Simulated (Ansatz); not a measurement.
Relaxed-ion elastic tensor of GaN (zinc blende, space group No. 216) in GPa (Voigt order), r²SCAN in the plane-wave PAW code Ansatz; density 6.11 g/cm³, 11.37 Å³ per atom.

```json
[
 {"": "1", "1": "284", "2": "153", "3": "153", "4": "0.0", "5": "0.0", "6": "0.0"},
 {"": "2", "1": "153", "2": "284", "3": "153", "4": "0.0", "5": "0.0", "6": "0.0"},
 {"": "3", "1": "153", "2": "153", "3": "284", "4": "0.0", "5": "0.0", "6": "0.0"},
 {"": "4", "1": "0.0", "2": "0.0", "3": "0.0", "4": "161", "5": "0.0", "6": "0.0"},
 {"": "5", "1": "0.0", "2": "0.0", "3": "0.0", "4": "0.0", "5": "161", "6": "0.0"},
 {"": "6", "1": "0.0", "2": "0.0", "3": "0.0", "4": "0.0", "5": "0.0", "6": "161"}
]
```

**Question.** Is the crystal mechanically stable?

**Answer.** Yes: the smallest eigenvalue of C is 132 GPa.

**Question.** Work out the Voigt, Reuss and Hill averages.

**Answer.** K_V = 197, K_R = 197, K_H = 197; G_V = 123, G_R = 102, G_H = 113 GPa.

**Question.** Give Young's modulus, Poisson's ratio, Pugh's ratio and the universal anisotropy index.

**Answer.** E = 9KG/(3K + G) = 284 GPa; ν = 0.26; K/G = 1.75 (near the Pugh limit of 1.75, no verdict); A_U = 5G_V/G_R + K_V/K_R − 6 = 1.03.

**Question.** Estimate the sound speeds and the Debye temperature.

**Answer.** v_l = √((K + 4G/3)/ρ) = 7530 m/s, v_t = √(G/ρ) = 4290 m/s, mean 4770 m/s; Θ = (h/k)(3n/4πV)^(1/3) v_m = 632 K.

**Question.** Give the Zener ratio and Young's modulus along [100], [110] and [111].

**Answer.** A = 2C44/(C11 − C12) = 2.45; 1/E = S11 − 2(S11 − S12 − S44/2)Γ with Γ = 0, 1/4, 1/3 gives 178, 296, 380 GPa.

**Question.** Solve the Christoffel equation for the three sound speeds along [100], [110], [111].

**Answer.** Eigenvalues of C_ijkl n_j n_l equal ρv² (piezoelectric stiffening left out). In km/s, slowest first: [100] 5.14, 5.14, 6.82; [110] 3.28, 5.14, 7.88; [111] 4.00, 4.00, 8.21.

Space group F-43m (zinc blende). Symmetry was held in the r²SCAN relaxation; phonons on a q-mesh show no instability.

Potentials: the later of the program's two PAW sets.
